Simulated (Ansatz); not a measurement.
SnS (rock salt)

```
SnS
1.0
    0.00000     2.84671     2.84671
    2.84671     0.00000     2.84671
    2.84671     2.84671     0.00000
Sn S
1 1
Cartesian
  2.84671   2.84671   2.84671
  0.00000   0.00000   0.00000
```

The slice is a {100} plane (indices of the conventional cell) through the point (0.500, 0.500, 0.500) (fractional), spanned by u = [100] and v = [0 1 -1] in vectors of this cell: u (4.03 Å) and v (4.03 Å, at 90° to u). It covers one period; positions are fractions (u, v).

The numbers are results of LDA (plane waves to 420 eV, PAW, scalar-relativistic; Ansatz, a first-principles code), not measurements. k mesh 10×10×10. Near the nuclei the fields are pseudised (PAW); where an atom keeps semicore shells as valence, they peak there. SnS was relaxed with its symmetry unable to fall. This is one of several known forms of SnS; the measured ambient cells at hand have space group No. 62.

Three fields on this plane, each scaled to ten steps between its own extremes (0 low, 9 high; the total valence density on a logarithmic scale, the potential cut 8 eV below its top; x marks points blanked near nuclei; v = 0 in the bottom row):

Map A
```
|xxxxxxxx00357899999875300xxxxxxx|
|xxxxxxxx00367899999876300xxxxxxx|
|xxxxxxxx00467899999876400xxxxxxx|
|xxxxxxx0025688999998865200xxxxxx|
|xxxxxxx0035788899988875300xxxxxx|
|xxxxxx002567777777777765200xxxxx|
|xxxx0002456666655566666542000xxx|
|00000024566543211123456654200000|
|0000235566531xxxxxxx135665532000|
|23345566653xxxxxxxxxxx3566655433|
|5566677653xxxxxxxxxxxxx356776665|
|7777887641xxxxxxxxxxxxx146788777|
|888888763xxxxxxxxxxxxxxx36788888|
|999998762xxxxxxxxxxxxxxx26789999|
|999999751xxxxxxxxxxxxxxx15799999|
|999999751xxxxxxxxxxxxxxx15799999|
|999999751xxxxxxxxxxxxxxx15799999|
|999998762xxxxxxxxxxxxxxx26789999|
|888888763xxxxxxxxxxxxxxx36788888|
|7777887641xxxxxxxxxxxxx146788777|
|5566677653xxxxxxxxxxxxx356776665|
|23345566653xxxxxxxxxxx3566655433|
|0000235566531xxxxxxx135665532000|
|00000024566543211123456654200000|
|xxxx0002456666655566666542000xxx|
|xxxxxx002567777777777765200xxxxx|
|xxxxxxx0035788899988875300xxxxxx|
|xxxxxxx0025688999998865200xxxxxx|
|xxxxxxxx00467899999876400xxxxxxx|
|xxxxxxxx00367899999876300xxxxxxx|
|xxxxxxxx00357899999875300xxxxxxx|
|xxxxxxxx00257899999875200xxxxxxx|
```

Map B
```
|xxxxxxxx33321000000012333xxxxxxx|
|xxxxxxxx33221100000112233xxxxxxx|
|xxxxxxxx33221111111112233xxxxxxx|
|xxxxxxx3322222222222222233xxxxxx|
|xxxxxxx3322333444443332233xxxxxx|
|xxxxxx333334556777655433333xxxxx|
|xxxx3333334577888887754333333xxx|
|33333333456789999999876543333333|
|3333223356899xxxxxxx998653322333|
|33222234689xxxxxxxxxxx9864322223|
|2222234579xxxxxxxxxxxxx975432222|
|1111235789xxxxxxxxxxxxx987532111|
|001123579xxxxxxxxxxxxxxx97532110|
|000124689xxxxxxxxxxxxxxx98642100|
|000124789xxxxxxxxxxxxxxx98742100|
|000124789xxxxxxxxxxxxxxx98742100|
|000124789xxxxxxxxxxxxxxx98742100|
|000124689xxxxxxxxxxxxxxx98642100|
|001123579xxxxxxxxxxxxxxx97532110|
|1111235789xxxxxxxxxxxxx987532111|
|2222234579xxxxxxxxxxxxx975432222|
|33222234689xxxxxxxxxxx9864322223|
|3333223356899xxxxxxx998653322333|
|33333333456789999999876543333333|
|xxxx3333334577888887754333333xxx|
|xxxxxx333334556777655433333xxxxx|
|xxxxxxx3322333444443332233xxxxxx|
|xxxxxxx3322222222222222233xxxxxx|
|xxxxxxxx33221111111112233xxxxxxx|
|xxxxxxxx33221100000112233xxxxxxx|
|xxxxxxxx33321000000012333xxxxxxx|
|xxxxxxxx33321000000012333xxxxxxx|
```

Map C
```
|xxxxxxxx97532100000123579xxxxxxx|
|xxxxxxxx97532110001123579xxxxxxx|
|xxxxxxxx86543221112234568xxxxxxx|
|xxxxxxx9865433333333345689xxxxxx|
|xxxxxxx8765544444444455678xxxxxx|
|xxxxxx976655556666655556679xxxxx|
|xxxx9877666677777777766667789xxx|
|99988766677789999999877766678899|
|7776666677899xxxxxxx998776666677|
|55555556789xxxxxxxxxxx9876555555|
|3334455679xxxxxxxxxxxxx976554433|
|2223345789xxxxxxxxxxxxx987543322|
|111234579xxxxxxxxxxxxxxx97543211|
|001234679xxxxxxxxxxxxxxx97643210|
|000134679xxxxxxxxxxxxxxx97643100|
|000134679xxxxxxxxxxxxxxx97643100|
|000134679xxxxxxxxxxxxxxx97643100|
|001234679xxxxxxxxxxxxxxx97643210|
|111234579xxxxxxxxxxxxxxx97543211|
|2223345789xxxxxxxxxxxxx987543322|
|3334455679xxxxxxxxxxxxx976554433|
|55555556789xxxxxxxxxxx9876555555|
|7776666677899xxxxxxx998776666677|
|99988766677789999999877766678899|
|xxxx9877666677777777766667789xxx|
|xxxxxx976655556666655556679xxxxx|
|xxxxxxx8765544444444455678xxxxxx|
|xxxxxxx9865433333333345689xxxxxx|
|xxxxxxxx86543221112234568xxxxxxx|
|xxxxxxxx97532110001123579xxxxxxx|
|xxxxxxxx97532100000123579xxxxxxx|
|xxxxxxxx97532100000123579xxxxxxx|
```

Assign the maps to these fields: electron localisation function (ELF); valence electron density; electrostatic potential energy of an electron, from the cell's mean.

A is the electrostatic potential energy of an electron, from the cell's mean; B is the electron localisation function (ELF); C is the valence electron density.
